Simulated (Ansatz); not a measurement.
ScOF:
```xyz
6
Lattice="3.5922 0.0000 0.0000 0.0000 3.5922 0.0000 0.0000 0.0000 5.1137" Properties=species:S:1:pos:R:3 pbc="T T T"
Sc     1.7961     0.0000     3.6170
Sc     0.0000     1.7961     1.4968
O      0.0000     0.0000     2.5569
O      1.7961     1.7961     2.5569
F      1.7961     1.7961     0.0000
F      0.0000     0.0000     0.0000
```

Relaxed with r²SCAN.

Question: Give the Bader charges and basin volumes of the independent atoms, r²SCAN in the plane-wave PAW code Ansatz.

Answer: 

| atom | Bader charge (e) | Bader volume (Å³) |
|---|---|---|
| Sc1 | +2.15 | 8.4 |
| O3 | -1.32 | 12.2 |
| F5 | -0.84 | 12.4 |

Space group P4/nmm. The workflow started from a Materials Project entry (that database holds measured and hypothetical structures alike); the Crystallography Open Database copy checked does not list it. Its standing as an ambient phase is unchecked. The cell was relaxed with r²SCAN under the symmetry of its start; whether a distortion lowers the energy is not shown. The run is not spin-polarised.

Potentials: the later of the program's two PAW sets.
